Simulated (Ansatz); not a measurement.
La$_{2}$GeI$_{2}$:
```yaml
crystal:
  lattice:
    - [2.19147, 1.26524, 10.51981]
    - [-2.19147, 1.26524, 10.51981]
    - [0.00000, -2.53049, 10.51981]
  atoms:
    - { symbol: La, position: [0.61398, 0.61398, 0.61398] }
    - { symbol: La, position: [0.38602, 0.38602, 0.38602] }
    - { symbol: Ge, position: [0.00000, 0.00000, 0.00000] }
    - { symbol: I, position: [0.78296, 0.78296, 0.78296] }
    - { symbol: I, position: [0.21704, 0.21704, 0.21704] }
```

Relaxed with LDA. Special points in fractions of this cell's reciprocal vectors: Γ (0.000, 0.000, 0.000); T (0.500, 0.500, 0.500); H2 (0.824, 0.176, 0.500); H0 (0.500, -0.176, 0.176); L (0.500, 0.000, 0.000); S0 (0.338, -0.338, 0.000); S2 (0.662, 0.000, 0.338); F (0.500, 0.000, 0.500).

List the band energies nearest the valence-band maximum at these points for LDA (plane waves, PAW; program Ansatz).

In eV from the valence-band maximum; about four levels below and three above (degenerate sets whole), none deeper than 8.9 eV; points with the same levels are listed once.

```tsv
k	below	above
Γ	-2.42 -2.42 -0.48 -0.03 -0.03	1.60 1.70 1.70
T	-2.31 -2.31 -1.04 -0.07 -0.07	1.65 1.68 1.68
H2	-2.73 -0.79 -0.79 -0.37	1.72 1.76 1.88
L	-2.57 -0.91 -0.30 0.00	0.22 1.76 2.08
S0	-2.74 -2.74 -0.81 -0.78 -0.37	1.72 1.79 1.85
F	-2.49 -1.09 -0.34 -0.05	0.23 1.90 2.03
```

Space group R-3m. The workflow started from a Materials Project entry (that database holds measured and hypothetical structures alike); the Crystallography Open Database files this formula in space group No. 166, but the cells were not matched. Its standing as an ambient phase is unchecked. The LDA relaxation kept the symmetry of its start; its stability against distortions is not shown here. A crystal of weakly bound layers computed without a dispersion correction: the cell and the soft elastic constants depend strongly on that. Spin–orbit coupling is left out wherever it is not named.

Potentials: the later of the program's two PAW sets.
